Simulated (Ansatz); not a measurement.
SiC (zinc blende): map of one atom of the cell

Starting cell, SiC (zinc blende):

```xyz
4
Lattice="0.0000 4.3798 4.3798 2.1899 0.0000 2.1899 2.1899 2.1899 0.0000" Properties=species:S:1:pos:R:3 pbc="T T T"
C      3.2848     3.2848     3.2848
C      3.2848     5.4747     5.4747
Si     0.0000     0.0000     0.0000
Si     0.0000     2.1899     2.1899
```

Two-dimensional scan of atom 3 (Si, nearest neighbour C at 1.896 Å; its periodic images, 3.1 Å or more away, move with it): u runs along (1.000, 0.000, 0.000), v along (0.000, 1.000, 0.000) (Cartesian). Cell and other atoms are fixed.

Method: PBE (plane waves to 420 eV, PAW, scalar-relativistic; Ansatz, a program for electronic structure). k mesh 5×10×10 (Γ-centred), Fermi-Dirac smearing 0.05 eV. The energy includes the smearing's −TS. Stress and pressure are positive under compression. Points where atoms come too close for the PAW data are left out (x in tables, blank in figures). As the smearing reaches across the gap at some points, energies and forces of such displacements shift with the k mesh and the smearing. SiC was relaxed with its symmetry unable to fall. ΔE is measured from the undisplaced structure. Axes are in Å.

ΔE (meV/cell), with u across and v down:

| v \ u | -0.630 | -0.420 | -0.210 | 0.000 | 0.210 | 0.420 | 0.630 |
|---|---|---|---|---|---|---|---|
| -0.630 | x | x | 4002 | 3495 | 4669 | x | x |
| -0.420 | x | 3781 | 2171 | 1757 | 2641 | 4688 | x |
| -0.210 | 4161 | 2214 | 872 | 472 | 1109 | 2641 | 4669 |
| 0.000 | 3741 | 1841 | 484 | 0 | 472 | 1757 | 3495 |
| 0.210 | 5110 | 2829 | 1169 | 484 | 872 | 2171 | 4002 |
| 0.420 | x | 5078 | 2829 | 1841 | 2214 | 3781 | x |
| 0.630 | x | x | 5110 | 3741 | 4161 | x | x |

P (GPa), with u across and v down:

```csv
v \ u,-0.630,-0.420,-0.210,0.000,0.210,0.420,0.630
-0.630,x,x,24.3,19.8,26.6,x,x
-0.420,x,24.4,13.4,9.9,14.7,26.8,x
-0.210,25.8,13.8,5.4,2.7,6.1,14.7,26.6
0.000,20.9,10.3,2.7,0.0,2.7,9.9,19.8
0.210,27.1,14.9,6.1,2.7,5.4,13.4,24.3
0.420,x,26.9,14.9,10.3,13.8,24.4,x
0.630,x,x,27.1,20.9,25.8,x,x
```

Summary:

| Property | Value |
|---|---|
| Principal force constants in the plane (five-point differences of the forces) | 19.2 and 25.1 eV/Å² |
| Softest direction at the centre | 45° from u towards v |
| Centre of the map | a minimum |
| Lowest place on the grid | u = 0.000 Å, v = 0.000 Å (0 meV/cell) |

(A displaced cell: forces are minus the slopes of the energy, force constants its curvatures, and phonons follow from these.)
